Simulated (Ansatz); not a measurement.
**FeNi3: all-electron results**

```yaml
crystal:
  lattice:
    - [3.54500, 0.00000, 0.00000]
    - [0.00000, 3.54500, 0.00000]
    - [0.00000, 0.00000, 3.54500]
  atoms:
    - { symbol: Fe, position: [0.00000, 0.00000, 0.00000] }
    - { symbol: Ni, position: [0.00000, 0.50000, 0.50000] }
    - { symbol: Ni, position: [0.50000, 0.00000, 0.50000] }
    - { symbol: Ni, position: [0.50000, 0.50000, 0.00000] }
```

Atom numbers follow the list: Fe1, Ni2, Ni3, Ni4.

The cell is COD entry 9013941, as deposited and not checked against the literature; nothing was relaxed.

Other magnetic orders may lie lower; this is the state that the run reached.

All numbers are computed: DFT, PBE, all-electron LAPW, scalar-relativistic (Ansatz 0.2.0); DFT, PBE, PAW with Ansatz's default frozen-core files, scalar-relativistic (Ansatz 0.2.0); DFT, PBE, all-electron PAW with datasets made for the crystal, scalar-relativistic (Ansatz 0.2.0).

For LAPW: a Γ-centred 10×10×10 k mesh, Fermi–Dirac smearing of 0.08 eV, basis error target 1 meV/atom, spin-polarised from start moments Fe1 3, Ni2 1.5, Ni3 1.5, Ni4 1.5 μB. PAW takes a cutoff of 420 eV at this cell. The crystal-made all-electron datasets (AE datasets) take a cutoff of 320 eV at this cell. The Ansatz runs share mesh, smearing and spin set-up. Values come from LAPW unless marked.

```yaml
Contact_hyperfine_fields_crystal-made_datasets: Fe1 -18.7, Ni2 -17.6 T, core polarisation included, positive along the moment of the spin-up electrons
Density_of_states_at_the_Fermi_level_0.2_eV_bin: 3.36 states/eV per cell
Pressure_at_this_cell: -1.6 kbar
Band_gap: "none: bands cross the Fermi level, a metal"
Bader_charges_from_the_PAW_run: Fe1 +0.41, Ni2 -0.14 e
Löwdin_charges_with_0.91_e_of_the_cell_spilling_out_of_the_atomic_basis_so_their_sizes_and_signs_hang_on_that_basis: Fe1 0.31, Ni2 0.20 e
Volume_per_atom: 11.14 Å³
```

**Question.** Predict this quantity. Moments in the spheres.

**Answer.** Fe1 2.94, Ni2 0.66 μB.

**Question.** Moment of the cell: what does the calculation give?

**Answer.** 4.81 μB.
